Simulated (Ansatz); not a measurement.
The calculation used DFT PBE, scalar-relativistic, plane waves, PAW in Ansatz. All cells share a 420 eV cutoff and Γ-centred k meshes spaced at most about 0.3 Å⁻¹ (about 0.25 or finer for metals, 2π included). No spin polarisation in the final relaxations.

Temperature and zero-point effects are left out.

Two forms of GaBiTe₂Se were relaxed alike.

A.

```cif
data_structure
_symmetry_space_group_name_H-M 'P4/mmm'
_symmetry_Int_Tables_number 123
_cell_length_a 4.1095
_cell_length_b 4.1095
_cell_length_c 9.5471
_cell_angle_alpha 90.000
_cell_angle_beta 90.000
_cell_angle_gamma 90.000
_cell_volume 161.23
loop_
_atom_site_label
_atom_site_type_symbol
_atom_site_symmetry_multiplicity
_atom_site_Wyckoff_symbol
_atom_site_fract_x
_atom_site_fract_y
_atom_site_fract_z
_atom_site_occupancy
Ga1 Ga 1 b 0.00000 0.00000 0.50000 1
Bi1 Bi 1 a 0.00000 0.00000 0.00000 1
Te1 Te 2 h 0.50000 0.50000 0.35398 1
Se1 Se 1 c 0.50000 0.50000 0.00000 1
```

B.

```cif
data_structure
_symmetry_space_group_name_H-M 'P3m1'
_symmetry_Int_Tables_number 156
_cell_length_a 4.0763
_cell_length_b 4.0763
_cell_length_c 10.5355
_cell_angle_alpha 90.000
_cell_angle_beta 90.000
_cell_angle_gamma 120.000
_cell_volume 151.61
loop_
_atom_site_label
_atom_site_type_symbol
_atom_site_symmetry_multiplicity
_atom_site_Wyckoff_symbol
_atom_site_fract_x
_atom_site_fract_y
_atom_site_fract_z
_atom_site_occupancy
Ga1 Ga 1 a 0.00000 0.00000 0.57683 1
Bi1 Bi 1 c 0.66667 0.33333 0.99507 1
Te1 Te 1 a 0.00000 0.00000 0.17978 1
Te2 Te 1 b 0.33333 0.66667 0.78957 1
Se1 Se 1 b 0.33333 0.66667 0.45875 1
```

Question: Which would you expect to be lower, and how large is the difference?

Answer: B is lower, by 199 meV/atom. A has space group P4/mmm (No. 123), 32.2 Å³/atom and no gap on its mesh; B has space group P3m1 (No. 156), 30.3 Å³/atom and no gap. Counting Se or Te atoms around Bi and Ga (for each partner element, those within 1.25 times its shortest distance or 1.15 times the sum of covalent radii, where it is the nearest in units of that sum or under 1.3; a plus sign parts groups by distance over the sum of covalent radii; the shortest distance is added where it exceeds 1.18 times the sum of covalent radii), A has Ga 8 from 3.2 Å, Bi 4 and B has Ga 3+3, Bi 6. A holds Te–Te pairs (shortest 2.79 Å); in B the shortest Te–Te distance is 4.08 Å. In A, Ga is surrounded by 8 Te at 3.22 Å; Bi has 4 Se at 2.91 Å; around Te lie 1 Te at 2.79 Å, 4 Ga at 3.22 Å and 1 Se at 3.38 Å; around Se lie 4 Bi at 2.91 Å and 2 Te at 3.38 Å. In B, around Ga lie 3 Se at 2.66 Å and 3 Te at 3.25 Å; Bi is surrounded by 6 Te at 3.05–3.20 Å; Te on its first site has 3 Bi at 3.05 Å; Se has 3 Ga at 2.66 Å and 1 Te at 3.49 Å; 1 more site not described. Both come from invented guesses.

No dispersion correction is applied, so the spacing and binding between layers, chains or molecules are poorly described (P4/mmm, P3m1), and this can change margins and order among such cells. These runs have no spin–orbit coupling, which can matter for Bi and Te. Cells relaxed within their symmetry can be saddle points.
